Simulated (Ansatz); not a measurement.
VPt:
```yaml
crystal:
  lattice:
    - [2.68413, 0.00000, 0.00000]
    - [0.00000, 2.68413, 0.00000]
    - [0.00000, 0.00000, 3.88685]
  atoms:
    - { symbol: V, position: [0.50000, 0.50000, 0.50000] }
    - { symbol: Pt, position: [0.00000, 0.00000, 0.00000] }
```

Relaxed with r²SCAN. Special points in fractions of this cell's reciprocal vectors: Γ (0.000, 0.000, 0.000); X (0.000, 0.500, 0.000); M (0.500, 0.500, 0.000); Z (0.000, 0.000, 0.500); R (0.000, 0.500, 0.500); A (0.500, 0.500, 0.500).

Q: List the band energies nearest the Fermi level at these points for plane-wave PAW r²SCAN (Ansatz code).

A: In eV from the Fermi level; about four levels below and three above (degenerate sets whole), none deeper than 8.9 eV; … stands for higher levels left out; points with the same levels are listed once.

```json
[
 {"k": "Γ", "below": "-3.15 -3.15 -1.42 -1.38", "above": "0.13 1.91 2.26 2.26"},
 {"k": "X", "below": "-3.36 -2.23 -1.84 -1.33", "above": "0.91 1.35 2.19"},
 {"k": "M", "below": "-7.55 -6.20 -6.20 -5.84", "above": "0.40 0.99 2.03 2.03"},
 {"k": "Z", "below": "-2.66 -2.66 -2.00 -1.33 -0.14", "above": "0.97 0.97 …"},
 {"k": "R", "below": "-2.89 -0.90 -0.56 -0.14", "above": "0.75 1.93 2.07"},
 {"k": "A", "below": "-2.86 -2.62 -1.82 -1.82", "above": "0.40 1.03 3.03"}
]
```

Space group P4/mmm (L1₀ or tetragonal B2). The first step of the workflow began from a Materials Project structure, measured or hypothetical; the Crystallography Open Database files this formula in space group No. 123, but the cells were not matched. Its standing as an ambient phase is unchecked. The cell was relaxed with r²SCAN under the symmetry of its start; its stability against distortions is not shown here. No spin polarisation was allowed. Scalar-relativistic: spin–orbit coupling is off unless named, which matters more the heavier the elements.

Potentials: the later of the program's two PAW sets.
